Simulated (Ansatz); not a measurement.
Problem. Each is relaxed and computed with the program Ansatz at the r²SCAN level (PAW). Which alone has a direct gap?
(A) PbS, zinc blende
(B) GaP, zinc blende
(C) InP, zinc blende
(D) NbInO4, P2/c (Nb on 2e, In on 2f, O on 4g, O on 4g)

Solution. C, InP, zinc blende. InP: gap 1.02 eV (direct); GaP: gap 1.85 eV (indirect); NbInO4: gap 3.77 eV (indirect); PbS: gap 0.95 eV (indirect). Typed or built starts, not in the databases checked: PbS, zinc blende. Not the usual ambient phase: PbS, zinc blende. Standing as an ambient phase not checked: NbInO4, P2/c (Nb on 2e, In on 2f, O on 4g, O on 4g). Unstable at this level: PbS, zinc blende. All cells were relaxed under the symmetry of their starts (and spin orders); stability against distortions was not tested throughout. Rows with no word on spin ran without spin polarisation. Scalar-relativistic: spin–orbit coupling is off unless named, which matters more the heavier the elements.

Potentials: the earlier of the program's two PAW sets.
